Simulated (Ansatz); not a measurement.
## Li2Pt: computed property card

Li2Pt:
Space group P6/mmm (No. 191); a = b = 4.147 Å, c = 2.674 Å, α = β = 90.00°, γ = 120.00°

```tsv
atom	site	symmetry	x	y	z
Pt	1a	6/mmm	0.0000	0.0000	0.0000
Li	2d	-6m2	0.3333	0.6667	0.5000
```

Space group P6/mmm (No. 191); conventional cell a = b = 4.1466 Å, c = 2.6741 Å, α = β = 90.00°, γ = 120.00°.

Method: plane-wave PAW r²SCAN (Ansatz code). Structure relaxed to zero pressure with the same functional. Other levels are named where they apply.

**Cell and energy**

```
Property                                                       Value
-----------------------------------------------------  -------------
Volume per atom                                             13.27 Å³
Density                                                   8.71 g/cm³
Formation energy from the elements (no fitted shifts)  -0.55 eV/atom
```

**Electronic structure**

```
Quantity                                                                    Result
------------------------------------  --------------------------------------------
Electronic character                                             metallic (no gap)
Density of states at the Fermi level  0.22 states/eV per atom (mean over ±0.08 eV)
Gap with spin–orbit coupling                                       none (metallic)
```

**Mechanics**

```
Property                              Result
----------------------------------  --------
Bulk modulus (Birch–Murnaghan fit)  67.5 GPa
Pressure derivative B′                   4.1
```

**Charges**

```
Quantity                      Value
-------------  --------------------
Bader charges  Pt -1.70, Li +0.85 e
```

The workflow started from an entry of the Crystallography Open Database (COD). Whether it is the stable phase at ambient conditions was not checked. Symmetry was held in the r²SCAN relaxation; its stability against distortions is not shown here. No spin polarisation was allowed. Axis ratios of metals converge slowly with the k-mesh, so a and c are less sure than the volume. The references are the lowest solids computed at this level, not always the standard phases. Spin–orbit coupling is left out wherever it is not named.

Potentials: the later of the program's two PAW sets.
